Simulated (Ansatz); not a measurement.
## 209Bi nuclear quadrupole resonance in Bi2Te3 under strain

Cell: a structure deposited in the COD, relaxed with PBE at fixed cell and then changed (z compressed by 2 %, ions relaxed).

```yaml
crystal:
  lattice:
    - [2.19300, 1.26613, 9.96235]
    - [-2.19300, 1.26613, 9.96235]
    - [0.00000, -2.53226, 9.96235]
  atoms:
    - { symbol: Bi, position: [0.40056, 0.40056, 0.40056] }
    - { symbol: Bi, position: [0.59944, 0.59944, 0.59944] }
    - { symbol: Te, position: [0.00000, 0.00000, 0.00000] }
    - { symbol: Te, position: [0.20843, 0.20843, 0.20843] }
    - { symbol: Te, position: [0.79157, 0.79157, 0.79157] }
```

Sites (sets of like atoms) are named by element and the number of their first atom in this list.

The numbers come from a DFT calculation in Ansatz (PBE, plane waves and PAW, scalar-relativistic, 420 eV cutoff, Γ-centred 12×12×12 k-points, Fermi–Dirac smearing 0.02 eV).

209Bi: I = 9/2, Q = -516.0 mb (year-2017 value). Static lattice, zero field.

Question: At which frequencies do the 209Bi NQR lines lie?

Answer: For I = 9/2 and η = 0 the lines are |C_Q|/24 times 1, 2, 3 and 4; η shifts the lowest up most.

```csv
site,atoms,V_zz (10²¹ V/m²),C_Q (MHz),η,line frequencies (MHz)
Bi,"1, 2",2.64,-32.9,0.00,"1.37, 2.74, 4.12, 5.49"
```

An axis of threefold or higher order runs through Bi, so V_zz lies along it and η is zero.

Spin–orbit coupling is left out, which shifts gradients on Bi by a few per cent in wide-gap crystals, and can shift them far more where the calculated gap is small or absent, as here. Newer work puts Q(²⁰⁹Bi) near −420 mb, which would lower these couplings by about a fifth. With a gap of 0.2 eV on this mesh, the gradients can still move by some per cent as the k-mesh gets denser.
